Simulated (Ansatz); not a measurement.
Polymorphs of As, each relaxed with plane-wave PAW PBE (Ansatz code):

A: A7 (α-As type) (R-3m)
a = b = 3.813 Å, c = 10.777 Å, α = β = 90.00°, γ = 120.00°

```tsv
atom	site	symmetry	x	y	z
As	6c	3m	0.0000	0.0000	0.2265
```

B: I4_132
a = 6.992 Å, b = 6.992 Å, c = 6.992 Å, α = 90.00°, β = 90.00°, γ = 90.00°

```csv
atom,site,symmetry,x,y,z
As,8a,.32,0.1250,0.1250,0.1250
```

C: diamond (Fd-3m)
a = b = c = 6.109 Å, α = β = γ = 90.00°

```
atom  site  symmetry       x       y       z
----  ----  --------  ------  ------  ------
As      8b      -43m  0.5000  0.5000  0.5000
```

Question: Put the candidates in order of energy per atom at 0 K, lowest first, for PBE.

Answer: A (+0 meV/atom), C (+314 meV/atom), B (+644 meV/atom)

Typed or built starts, not in the databases checked: B; C. Not the usual ambient phase: B; C. All cells were relaxed under the symmetry of their starts (and spin orders); stability against distortions was not tested throughout. Spin–orbit coupling is left out wherever it is not named.

Energies hold the estimated change up to a 700 eV cutoff; steps of a few meV lie near the error of the meshes.

Potentials: the earlier of the program's two PAW sets.
